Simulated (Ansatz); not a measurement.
NbRu:
```
NbRu
1.0
    4.60951     0.00000     0.00000
    0.00000     3.06657     0.00000
   -1.54183     0.00000     6.77857
Nb Ru
3 3
Cartesian
  2.68376   0.00000   2.19428
  0.38393   0.00000   4.58429
  0.00000   0.00000   0.00000
  2.30476   1.53329   0.00000
  0.41264   1.53329   2.35879
  2.65505   1.53329   4.41978
```

Relaxed with PBE. Special points in fractions of this cell's reciprocal vectors: Γ (0.000, 0.000, 0.000); Z (0.000, 0.500, 0.000); D (0.000, 0.500, 0.500); B (0.000, 0.000, 0.500); A (-0.500, 0.000, 0.500); E (-0.500, 0.500, 0.500); C2 (-0.500, 0.500, 0.000); Y2 (-0.500, 0.000, 0.000).

Problem. List the band energies nearest the Fermi level at these points for the program Ansatz at the PBE level (PAW).

Solution. In eV from the Fermi level; about four levels below and three above (degenerate sets whole), none deeper than 8.9 eV; points with the same levels are listed once.

```
k                     below           above
--  -----------------------  --------------
Γ   -1.43 -1.28 -1.12 -0.18  0.14 0.30 0.46
Z   -1.33 -1.21 -0.99 -0.82  0.15 0.57 0.79
D   -1.69 -1.32 -0.36 -0.35  0.07 0.51 0.64
B   -1.17 -1.00 -0.80 -0.16  0.20 0.45 0.69
A   -0.58 -0.42 -0.36 -0.32  0.04 0.64 0.83
E   -1.32 -0.68 -0.50 -0.32  0.53 0.68 0.70
C2  -1.64 -1.01 -0.63 -0.30  0.23 0.55 0.61
Y2  -0.98 -0.88 -0.56 -0.27  0.06 0.32 0.96
```

Space group P2/m. The start of the workflow was typed in or built on a structure type; neither database checked (COD, Materials Project) lists it. COD files the formula under space group No. 123, 221. Its standing as an ambient phase is unchecked. Symmetry was held in the PBE relaxation; its stability against distortions is not shown here. No spin polarisation was allowed. Spin–orbit coupling is left out wherever it is not named.

Potentials: the earlier of the program's two PAW sets.
